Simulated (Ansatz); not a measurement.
NaMgF₃:
```cif
data_F3MgNa
_chemical_formula_sum 'Na1 Mg1 F3'
_space_group_name_H-M_alt 'P 1'
_space_group_IT_number 1
_cell_length_a 3.90726
_cell_length_b 3.90726
_cell_length_c 3.90726
_cell_angle_alpha 90.000
_cell_angle_beta 90.000
_cell_angle_gamma 90.000
loop_
_space_group_symop_operation_xyz
  'x, y, z'
loop_
_atom_site_label
_atom_site_type_symbol
_atom_site_fract_x
_atom_site_fract_y
_atom_site_fract_z
_atom_site_occupancy
Na1 Na 0.00000 0.00000 0.00000 1
Mg1 Mg 0.50000 0.50000 0.50000 1
F1 F 0.50000 0.50000 0.00000 1
F2 F 0.00000 0.50000 0.50000 1
F3 F 0.50000 0.00000 0.50000 1
```

Relaxed with PBEsol.

Question: Give the optical modes at the zone centre with their infrared activity from DFPT, plane-wave PAW PBEsol (Ansatz code).

Answer: Transverse frequencies, without the LO–TO term; a row sums one degenerate level.

| ω (cm⁻¹) | degeneracy | IR ((D/Å)²/amu) | activity | symmetry |
|---|---|---|---|---|
| 50i | 3 | 8.39 | IR | T1u |
| 130 | 3 | 0.00 | IR-inactive | T2u |
| 284 | 3 | 5.26 | IR | T1u |
| 539 | 3 | 12.46 | IR | T1u |

Question: How high does the top mode go among those that the LO–TO term moves?

Answer: 624 cm⁻¹ for q along x.

Space group Pm-3m (cubic perovskite). The first step of the workflow began from a Materials Project structure, measured or hypothetical; the Crystallography Open Database copy checked does not list it. COD files the formula under space group No. 62, so this cell is another polymorph or a model. Whether it is the stable phase at ambient conditions was not checked. Symmetry was held in the PBEsol relaxation. At this level the phase is dynamically unstable (imaginary phonons).

Potentials: the later of the program's two PAW sets.
